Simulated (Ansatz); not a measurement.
An Ansatz input (plane waves, PAW) for AuCu3-type GdRu3 that has something wrong with it:

```yaml
crystal:
  lattice:
    - [4.0683811762, 0.0, 0.0]
    - [0.0, 4.0683811762, 0.0]
    - [0.0, 0.0, 4.0683811762]
  atoms:
    - { symbol: Gd, position: [0.0, 0.0, 0.0], spin: 7.0 }
    - { symbol: Ru, position: [0.0, 0.5, 0.5] }
    - { symbol: Ru, position: [0.5, 0.5, 0.0] }
    - { symbol: Ru, position: [0.5, 0.0, 0.5] }
basis:
  ecutwfc: 420
  ecutrho_ratio: 4
kpoints:
  mp_grid: { grid: [8, 8, 8] }
hamiltonian:
  xc: pbe
  hubbard: { sites: [{ species: Gd, l: f, u_eff: 6.0 }] }
scf:
  occupations: { method: gaussian, width: 0.05 }
  conv_thr: 60
  max_iter: 60
output:
  forces: true
  stress: true
magnetization:
  spin_polarized: true
```

Launched as:
```sh
ansatz run input.yaml --threads 2 --pin off --max-ram 2662MiB --backend cpu --events-out ev --progress --plain --runs-dir out
```

What is wrong with it?

A keyword of another program. Against the sound input: scf.conv_thr: 60 (the cap on iterations is only a precaution).

What the program printed:

```
Error: YAML parse error: error: line 21 column 3: unknown field `conv_thr`, expected one of max_iter, algorithm, n_extra_bands, self_checks, convergence, lower_state_search, omitted_lower_state_checks, lower_solution_reach, mixing, occupations, eigensolver, initial_density, exx
  --> <input>:21:3
   |
```

The input was refused before any iteration. It ran for 0.02 s on 2 threads of Arm Neoverse V2, with other jobs on the host, peak memory 0.022 GiB. The run before the change (PBE+U (U_eff = 6 eV on Gd 4f), 420 eV, 8×8×8 mesh) gave:

| run | P (GPa) | gap on the mesh (eV) | cell moment (μB) | largest force component (eV/Å) |
| --- | --- | --- | --- | --- |
| sound | -0.1 | metal | 6.06 | 0.000 |

The two runs also differ in their start: the sound one had the moments 7.73, 0.00, 0.00, 0.00 μB typed, and went on from the state of an earlier run.

The cell came from substitution into a structure type; no database entry of this phase was matched, which doesn't show that none exists.

Of that run: The run wasn't fully tested for a lower electronic state. The moments were started parallel, and the real magnetic order may be another.
